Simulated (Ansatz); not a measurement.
The end point of a relaxation of Mg2Ge. Space group Fm-3m (No. 225), anti-fluorite type. Calculation: PBEsol (plane waves to 420 eV, PAW, scalar-relativistic; Ansatz, an electronic-structure program).

```xyz
3
Lattice="0.0000 3.1820 3.1820 3.1820 0.0000 3.1820 3.1820 3.1820 0.0000" Properties=species:S:1:pos:R:3 pbc="T T T"
Ge     0.0000     0.0000     0.0000
Mg     1.5910     1.5910     1.5910
Mg     4.7731     4.7731     4.7731
```

Q: Give the band gap at the level PBEsol.

A: 0.08 eV, indirect (valence top at Γ, conduction bottom at X) (no spin-orbit coupling).

Q: What smallest direct gap does PBEsol give?

A: 1.03 eV at Γ.

No spin polarisation in the result.

Measured for Mg2Ge: gap 0.74 eV (as listed in Byungki Ryu et al., Journal of the Korean Physical Society (2019)). Computed minus measured — gap: PBEsol -0.66 eV. The computed values are for a static lattice, and a measured gap can be an optical one, lowered by exciton binding.

The run could not lose the symmetry of its start.
